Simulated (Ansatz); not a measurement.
Input file for Ansatz (a quantum-chemistry and plane-wave program):

Ansatz 0.2 input:
```yaml
crystal:
  lattice:
    - [4.9482791126, 0.0, 0.0]
    - [-2.4741395563, 4.2853354165, 0.0]
    - [0.0, 0.0, 5.4412733595]
  atoms:
    - { symbol: Si, position: [0.0, 0.470266996, 0.3333333333] }
    - { symbol: Si, position: [0.529733004, 0.529733004, 0.0] }
    - { symbol: Si, position: [0.470266996, 0.0, 0.6666666667] }
    - { symbol: O, position: [0.1453687828, 0.7328796948, 0.54797014] }
    - { symbol: O, position: [0.2671203052, 0.4124890881, 0.2146368066] }
    - { symbol: O, position: [0.5875109119, 0.8546312172, 0.8813034733] }
    - { symbol: O, position: [0.7328796948, 0.1453687828, 0.45202986] }
    - { symbol: O, position: [0.4124890881, 0.2671203052, 0.7853631934] }
    - { symbol: O, position: [0.8546312172, 0.5875109119, 0.1186965267] }
kpoints:
  mp_grid: { grid: [7, 7, 5] }
hamiltonian:
  xc: pbesol
  pseudopotentials: { azcp: { folder: ./paw }, kind: paw }
scf:
  occupations: { method: fixed }
elastic: { mode: relaxed_ion, stencil: two_point, amplitude: 0.005, f_tol: 0.0005 }
output: { polarization: {} }
```

Output (shortened):

```
Pseudopotential: Si, paw, valence charge 4
Pseudopotential: O, paw, valence charge 6
Functional definition: PBEsol
Crystal: 9 atoms, lattice volume = 115.382 Å³
Basis set: ecut = 420 eV, 2221 PW (Γ), exchange–correlation on 72×72×80 points (8 copies of the dense FFT grid, shifted against one another)
Bands: 33, of which v1, the nominal top of the filled ones, is band 24 counted from 1 (23 counted from 0)
Symmetry: 6 space group operations
Space group: P3221 (ITA 154), of the structure as read, at distance tolerance 4.9e-5 Å
k-points: 32 of 245 (time reversal used)
SCF 1 converged in 12 iterations: F = -5239.876989 eV  dr2 = 8.10e-14
relax step   1: F+E_penalty+E_count = -5239.87698931 eV  Δ(F+E_penalty+E_count) = +0.000e0 eV  max|allowed force component| = 7.150e-4 eV/Å  Δτ_max = 0.0000 Å  (12 SCF iters, accepted)
Crystal: 9 atoms, lattice volume = 115.382 Å³
SCF 2 converged in 8 iterations: F = -5239.876989 eV  dr2 = 1.03e-14
relax step   2: F+E_penalty+E_count = -5239.87698938 eV  Δ(F+E_penalty+E_count) = -6.789e-8 eV  max|allowed force component| = 5.536e-4 eV/Å  Δτ_max = 0.0000 Å  (8 SCF iters, accepted)
Crystal: 9 atoms, lattice volume = 115.382 Å³
SCF 3 converged in 7 iterations: F = -5239.876990 eV  dr2 = 3.17e-14
relax step   3: F+E_penalty+E_count = -5239.87698968 eV  Δ(F+E_penalty+E_count) = -2.968e-7 eV  max|allowed force component| = 4.512e-4 eV/Å  Δτ_max = 0.0002 Å  (7 SCF iters, accepted)
Crystal: 9 atoms, lattice volume = 115.382 Å³
SCF 4 converged in 10 iterations: F = -5239.876990 eV  dr2 = 9.05e-17
Crystal: 9 atoms, lattice volume = 114.805 Å³
Symmetry: 2 space group operations
k-points: 72 of 245 (time reversal used)
SCF 5 converged in 13 iterations: F = -5239.873892 eV  dr2 = 1.61e-14
relax step   1: F+E_penalty+E_count = -5239.87389236 eV  Δ(F+E_penalty+E_count) = +0.000e0 eV  max|allowed force component| = 1.385e-1 eV/Å  Δτ_max = 0.0000 Å  (13 SCF iters, accepted)
Crystal: 9 atoms, lattice volume = 114.805 Å³
SCF 6 converged in 11 iterations: F = -5239.874817 eV  dr2 = 7.70e-15
relax step   2: F+E_penalty+E_count = -5239.87481651 eV  Δ(F+E_penalty+E_count) = -9.241e-4 eV  max|allowed force component| = 8.343e-2 eV/Å  Δτ_max = 0.0025 Å  (11 SCF iters, accepted)
Crystal: 9 atoms, lattice volume = 114.805 Å³
SCF 7 converged in 12 iterations: F = -5239.876215 eV  dr2 = 8.30e-15
relax step   3: F+E_penalty+E_count = -5239.87621457 eV  Δ(F+E_penalty+E_count) = -1.398e-3 eV  max|allowed force component| = 5.087e-3 eV/Å  Δτ_max = 0.0167 Å  (12 SCF iters, accepted)
Crystal: 9 atoms, lattice volume = 114.805 Å³
SCF 8 converged in 10 iterations: F = -5239.876222 eV  dr2 = 1.85e-14
relax step   4: F+E_penalty+E_count = -5239.87622206 eV  Δ(F+E_penalty+E_count) = -7.482e-6 eV  max|allowed force component| = 6.351e-4 eV/Å  Δτ_max = 0.0014 Å  (10 SCF iters, accepted)
Crystal: 9 atoms, lattice volume = 114.805 Å³
SCF 9 converged in 8 iterations: F = -5239.876222 eV  dr2 = 2.76e-14
relax step   5: F+E_penalty+E_count = -5239.87622211 eV  Δ(F+E_penalty+E_count) = -5.454e-8 eV  max|allowed force component| = 5.004e-5 eV/Å  Δτ_max = 0.0001 Å  (8 SCF iters, accepted)
Crystal: 9 atoms, lattice volume = 114.805 Å³
SCF 10 converged in 7 iterations: F = -5239.876222 eV  dr2 = 6.35e-14
Crystal: 9 atoms, lattice volume = 115.959 Å³
[...]
Crystal: 9 atoms, lattice volume = 115.382 Å³
SCF 39 converged in 11 iterations: F = -5239.876434 eV  dr2 = 3.74e-14
relax step   3: F+E_penalty+E_count = -5239.87643355 eV  Δ(F+E_penalty+E_count) = -5.333e-4 eV  max|allowed force component| = 7.838e-3 eV/Å  Δτ_max = 0.0077 Å  (11 SCF iters, accepted)
Crystal: 9 atoms, lattice volume = 115.382 Å³
SCF 40 converged in 10 iterations: F = -5239.876447 eV  dr2 = 3.27e-14
relax step   4: F+E_penalty+E_count = -5239.87644673 eV  Δ(F+E_penalty+E_count) = -1.318e-5 eV  max|allowed force component| = 1.575e-3 eV/Å  Δτ_max = 0.0023 Å  (10 SCF iters, accepted)
Crystal: 9 atoms, lattice volume = 115.382 Å³
SCF 41 converged in 9 iterations: F = -5239.876447 eV  dr2 = 2.27e-15
relax step   5: F+E_penalty+E_count = -5239.87644692 eV  Δ(F+E_penalty+E_count) = -1.880e-7 eV  max|allowed force component| = 1.522e-4 eV/Å  Δτ_max = 0.0001 Å  (9 SCF iters, accepted)
Crystal: 9 atoms, lattice volume = 115.382 Å³
SCF 42 converged in 9 iterations: F = -5239.876447 eV  dr2 = 7.67e-14
SCF converged after 10 iterations
Stability not checked: this state was not tested for a lower state beside it, because too few of the mixer's solves of this state at the end of the SCF gave a …
Free energy (F): -5239.876990 eV
Harris-Foulkes:  -5239.876990 eV  (|F-HF|=1.82e-12)
Internal energy: -5239.876990 eV  (E = F + TS)
E sigma→0 (E₀):  -5239.876990 eV
Fermi energy:    2.240150 eV
--- Per-component energies (eV) ---
  E_band       = -216.767526
  E_kinetic    = 1161.515872
  E_local      = -2937.198488  (includes V_loc(G=0)·N_el)
  E_nonlocal   = 382.535563
  E_hartree    = 1070.641591
  E_xc         = -594.904095
  E_vxc        = -691.579296  (∫ρ·V_xc dr)
  E_paw        = -2441.940116  (= ΣΔE_a)
  E_vpaw       = -273.329375  (= ΣTr[D̂ρ^β])
  E_aug_tail   = 0.005017  (compensation charges beyond the density's cutoff)
  E_ewald      = -1880.838742
  E_core_change = 0.306410  (= ΣΔE_core)
  E_smearing   =  0.000000  (= −TS)
  E_closure    = 0.000000  (closes the sum)
  Σ components = -5239.876990   (vs F -5239.876990, Δ=0.00e0)
--- Forces (eV/Å), atoms counted from 1 ---
  atom   1  Si    -0.00022560     0.00039074     0.00000000
  atom   2  Si    -0.00022560    -0.00039074     0.00000000
  atom   3  Si     0.00045119     0.00000000     0.00000000
  atom   4  O     -0.00022158    -0.00020123    -0.00012450
  atom   5  O      0.00028506    -0.00009128    -0.00012450
  atom   6  O     -0.00006348     0.00029250    -0.00012450
  atom   7  O     -0.00006348    -0.00029250     0.00012450
  atom   8  O     -0.00022158     0.00020123     0.00012450
  atom   9  O      0.00028506     0.00009128     0.00012450
  max |Σ_I F_I| component: 1.17e-17 eV/Å
--- Stress (GPa, compression-positive) ---
        0.021089       0.000000       0.000000
        0.000000       0.021089       0.000000
        0.000000       0.000000       0.016232
  P = ⅓ Tr σ = 0.0195 GPa (0.195 kbar)
--- Band table (eV; the first three rows and the last of 32) ---
  k-point 0: bands = ["-17.0020", "-15.4920", "-15.4920", "-14.8489", "-14.8303", "-14.8303", "-5.9549", "-5.9549", "-3.1285", "-3.1227", "-2.9263", "-2.9263", "-0.6487", "-0.6487", "-0.4319", "-0.1829", "0.7961", "0.7961", "0.8140", "1.2452", "1.2452", …
  k-point 1: bands = ["-16.9248", "-15.9328", "-15.1151", "-14.8486", "-14.8392", "-14.8201", "-6.6220", "-5.1323", "-3.2861", "-3.1772", "-3.1595", "-2.6139", "-0.7415", "-0.4519", "-0.3782", "-0.0524", "0.6003", "0.7198", "0.7860", "0.8762", "1.2192", …
  k-point 2: bands = ["-16.7013", "-16.3564", "-14.8929", "-14.8474", "-14.8447", "-14.8130", "-6.9982", "-4.3152", "-3.6661", "-3.3045", "-3.2845", "-2.3687", "-0.5949", "-0.3477", "-0.3326", "0.1594", "0.3580", "0.4285", "0.5641", "0.7527", "1.0644", …
  k-point 31: bands = ["-16.4309", "-15.9648", "-15.6265", "-14.9285", "-14.8922", "-14.8665", "-5.7696", "-5.0658", "-4.2527", "-2.9634", "-2.7124", "-2.6632", "-0.9778", "-0.6691", "-0.4017", "0.1893", "0.3494", "0.4399", "1.1121", "1.2001", "1.3724", …
--- Elastic constants: 3 strain directions × 2 members + reference (group order 6) ---
  dense FFT box of the reference and of every strained cell: 36×36×40
  strains applied: 11, 33, 23; error gains …
  reference relaxed by the batch: 3 steps …
  largest displacement 2.1e-4 Å; the constants are those of the deck's cell at these positions:
  atoms:
    - { symbol: Si, position: [0.0, 0.47027072093506367, 0.3333333333333333] }
    - { symbol: Si, position: [0.5297292790649364, 0.5297292790649364, 0.0] }
    - { symbol: Si, position: [0.47027072093506367, 0.0, 0.6666666666666666] }
    - { symbol: O, position: [0.14538869886003616, 0.7329130723771079, 0.5479412657868046] }
    - { symbol: O, position: [0.2670869276228923, 0.4124756264829284, 0.21460793245347123] }
    - { symbol: O, position: [0.5875243735170717, 0.8546113011399639, 0.881274599120138] }
    - { symbol: O, position: [0.7329130723771078, 0.14538869886003608, 0.4520587342131954] }
    - { symbol: O, position: [0.41247562648292846, 0.2670869276228923, 0.7853920675465287] }
    - { symbol: O, position: [0.8546113011399641, 0.5875243735170718, 0.11872540087986207] }
  C = ∂σ_k/∂η_j (tension-positive GPa; Voigt order 11 22 33 23 13 12):
        75.743      4.794      8.437     17.582      0.000      0.000
         4.794     75.743      8.437    -17.582      0.000      0.000
         8.432      8.432     93.174      0.000      0.000      0.000
        17.555    -17.555      0.000     53.316      0.000      0.000
         0.000      0.000      0.000      0.000     53.316     17.555
         0.000      0.000      0.000      0.000     17.582     35.474
  reference stress σ⁰ (GPa):     -0.021     -0.021     -0.016      0.000      0.000      0.000
  moduli (Voigt/Reuss/Hill, GPa): K = 32.00/31.58/31.79   G = 43.29/36.16/39.72   E = 84.13   ν = 0.059
  mechanically stable: yes (min eigenvalue of sym C = 24.69 GPa)
  e, the proper piezoelectric tensor (elastic.mode: relaxed_ion; C/m²; rows x y z; Voigt order 11 22 33 23 13 12):
       0.16713   -0.16713    0.00000    0.04231    0.00000    0.00000
       0.00000    0.00000    0.00000    0.00000   -0.04231   -0.16713
       0.00000    0.00000    0.00000    0.00000    0.00000    0.00000
  ±, each entry's uncertainty from the finite density of the strings (C/m²), an estimate: the size of the correction for it that the entry includes:
       0.00075    0.00075    0.00000    0.00038    0.00000    0.00000
       0.00000    0.00000    0.00000    0.00000    0.00038    0.00075
       0.00000    0.00000    0.00000    0.00000    0.00000    0.00000
  strain η (Voigt 11):  stress-route row diagonal C_11 = 75.74 GPa, energy-path curvature d²(F+E_count+ΔE)/dδ²/Ω₀ = 75.71 GPa
         δ    σ_11 (GPa)             F (eV)   n_scf  n_hpsi   n_pw
    -5.000e-3      -0.3968       -5239.8762221       7   35266   2262   relax 5 steps, max|allowed force component| 5.00e-5 eV/Å
     5.000e-3       0.3606       -5239.8763457       9   44123   2284   relax 5 steps, max|allowed force component| 4.77e-4 eV/Å
  strain η (Voigt 33):  stress-route row diagonal C_33 = 93.17 GPa, energy-path curvature d²(F+E_count+ΔE)/dδ²/Ω₀ = 93.40 GPa
         δ    σ_33 (GPa)             F (eV)   n_scf  n_hpsi   n_pw
    -5.000e-3      -0.4869       -5239.8761183       6   14360   2274   relax 6 steps, max|allowed force component| 3.04e-5 eV/Å
     5.000e-3       0.4448       -5239.8762147       7   15453   2280   relax 6 steps, max|allowed force component| 3.26e-5 eV/Å
  strain η (Voigt 23):  stress-route row diagonal C_44 = 53.32 GPa, energy-path curvature d²(F+E_count+ΔE)/dδ²/Ω₀ = 53.28 GPa
         δ    σ_23 (GPa)             F (eV)   n_scf  n_hpsi   n_pw
    -5.000e-3      -0.2644       -5239.8764572       6   33477   2274   relax 5 steps, max|allowed force component| 1.69e-4 eV/Å
     5.000e-3       0.2688       -5239.8764469       9   38866   2274   relax 5 steps, max|allowed force component| 1.52e-4 eV/Å
--- Formal polarisation (Berry phase): one branch of a lattice of values; only differences between neighbouring runs are physical ---
  axis  mesh            electronic          ionic      p = total  spread (rad)  least overlap  resolved gap  δp at fixed H ≤   (phases in cycles; p mod 2 …
  b1    7×7×5           0.00000000    22.00000000    22.00000000      0.001182         0.9795        6.0334           4.9e-6
  b2    7×7×5           0.00000000    22.00000000    22.00000000      0.001182         0.9795        6.0334           4.9e-6
  b3    7×7×5           0.00000000    22.00000000    22.00000000      0.000001         0.9769        6.0334           3.8e-6
  quantum along a1:   0.08577182 e/Å² =   137.421608 µC/cm²
  quantum along a2:   0.08577182 e/Å² =   137.421608 µC/cm²
  quantum along a3:   0.09431722 e/Å² =   151.112845 µC/cm²
  P = (  0.47174502,   0.81708634,   1.03748941) e/Å² = (  755.818842,  1309.116635,  1662.241290) µC/cm²  (mod the quanta)
```

Cost: roughly 6 core-minutes on shared cores.

Space group P3_221. The cell was relaxed with PBEsol under the symmetry of its start.

Potentials: the earlier of the program's two PAW sets.

Ansatz is a plane-wave DFT program.
